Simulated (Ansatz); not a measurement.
This run works on a generated trial structure, not on a known crystal.

Input and command of a plane-wave DFT calculation in Ansatz:

```yaml
crystal:
  lattice:
    - [5.7100692, 0.0, 0.0]
    - [0.0, 5.7100692, 0.0]
    - [0.0, 0.0, 3.71542868]
  atoms:
    - { symbol: Pr, position: [0.0, 0.5, 0.0] }
    - { symbol: Pr, position: [0.5, 0.0, 0.0] }
    - { symbol: Pr, position: [0.0, 0.0, 0.0] }
    - { symbol: Mo, position: [0.5, 0.5, 0.5] }
basis:
  ecutwfc: 660
kpoints:
  mp_grid: { grid: [4, 4, 6] }
hamiltonian:
  xc: pbe
  pseudopotentials:
    kind: paw
    azcp: { Pr: "pseudopotentials/pbe/nc/lanthanide_3plus/Pr.nc.azcp" }
scf:
  occupations: { method: gaussian, width: 0.1 }
  lower_state_search: "off"
output:
  forces: true
  stress: true
  eigenvalues: true
relax:
  adjacent_minimum: "off"
  f_tol: 0.04
  max_steps: 70
  cell: { stress_tol: 0.4 }
```

```bash
ansatz run input.yaml --threads 1 --pin off --max-ram 2560MiB --backend cpu --events-out ev --progress --plain --runs-dir out
```

Processor: AMD EPYC (Zen 3), 1 thread, on a host shared with other jobs.

Question: Estimate time, memory and problem size.

Answer: About 3.8 min, peak memory 0.49 GiB. It solves 29 bands at 24 k points (after reduction by symmetry) with about 4509 plane waves (on the last cell), in 72 SCF iterations over 10 ionic steps.

With its 4f electrons in the core of a norm-conserving potential, the lanthanide is trivalent by construction, without f bands, f moments or other valences.
